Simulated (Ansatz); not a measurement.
CsPbCl$_{3}$:
```xyz
10
Lattice="0.0000 5.3688 -5.3886 0.0000 5.3688 5.3886 5.6152 0.0000 0.0000" Properties=species:S:1:pos:R:3 pbc="T T T"
Cs     2.8076     5.3688    -5.3468
Cs     2.8076     5.3688    -0.4140
Pb     0.0000     2.7425     2.6102
Pb     0.0000     7.9952     2.6102
Cl     0.0000     7.3057    -0.0981
Cl     0.0000     3.4320    -0.0981
Cl     2.8076     8.0785     2.5788
Cl     2.8076     2.6592     2.5788
Cl     0.0000     5.3688     3.5488
Cl     0.0000     5.3688    -3.3570
```

Relaxed with LDA. Special points in fractions of this cell's reciprocal vectors: Γ (0.000, 0.000, 0.000); Y (-0.500, 0.500, 0.000); C0 (-0.498, 0.502, 0.000); Σ0 (0.498, 0.498, 0.000); Z (0.000, 0.000, 0.500); A0 (0.498, 0.498, 0.500); E0 (-0.498, 0.502, 0.500); T (-0.500, 0.500, 0.500); S (0.000, 0.500, 0.000); R (0.000, 0.500, 0.500).

Problem. List the band energies nearest the valence-band maximum at these points for LDA (plane waves, PAW; program Ansatz).

Solution. In eV from the valence-band maximum; about four levels below and three above (degenerate sets whole), none deeper than 8.9 eV; points with the same levels are listed once.

| k | below | above |
|---|---|---|
| Γ | -2.22 -2.13 -2.12 -0.74 | 2.77 2.81 3.61 |
| Y | -2.26 -2.21 -1.62 -1.58 | 2.96 3.05 4.94 |
| Z | -2.08 -2.06 -1.38 0.00 | 1.92 2.20 2.21 |
| A0 | -2.18 -2.14 -0.81 -0.76 | 2.45 2.46 2.56 |
| S | -2.33 -2.30 -1.86 -1.64 | 3.92 3.99 4.18 |
| R | -2.22 -2.19 -1.02 -0.95 | 2.39 2.45 3.50 |

Space group Amm2. The first step of the workflow began from a Materials Project structure, measured or hypothetical; the Crystallography Open Database copy checked does not list it. COD files the formula under space group No. 221, so this cell is another polymorph or a model. Whether it is the stable phase at ambient conditions was not checked. The LDA relaxation kept the symmetry of its start; phonons on a q-mesh show weakly imaginary modes. Scalar-relativistic: spin–orbit coupling is off unless named, which matters more the heavier the elements.

Potentials: the later of the program's two PAW sets.
